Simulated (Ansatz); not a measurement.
This cell of Ba (bcc, W type) is off equilibrium:

```
CELL_PARAMETERS angstrom
     -5.02000     5.02000     5.02000
      2.51000    -2.51000     2.51000
      2.51000     2.51000    -2.51000
ATOMIC_POSITIONS crystal
  Ba 0.98826 0.98826 0.98826
  Ba 0.51174 0.01174 0.01174
```

Calculation: PBE (plane waves to 420 eV, PAW, scalar-relativistic; Ansatz, an electronic-structure program). k mesh 13×13×13 (Γ-centred), Fermi-Dirac smearing 0.05 eV. Stress and pressure are positive under compression. With partly filled bands, energies and forces of such displacements shift with the k mesh and the smearing. Ba was relaxed with its symmetry unable to fall. The PAW data are Ansatz's earlier set.

Predict the force on every atom, in eV/Å.


```tsv
atom	Fx	Fy	Fz
Ba1	0.000	0.166	0.166
Ba2	0.000	-0.166	-0.166
```

(For displaced atoms, the force is minus the slope of the energy, and its curvature is a force constant, which sets phonon frequencies.)
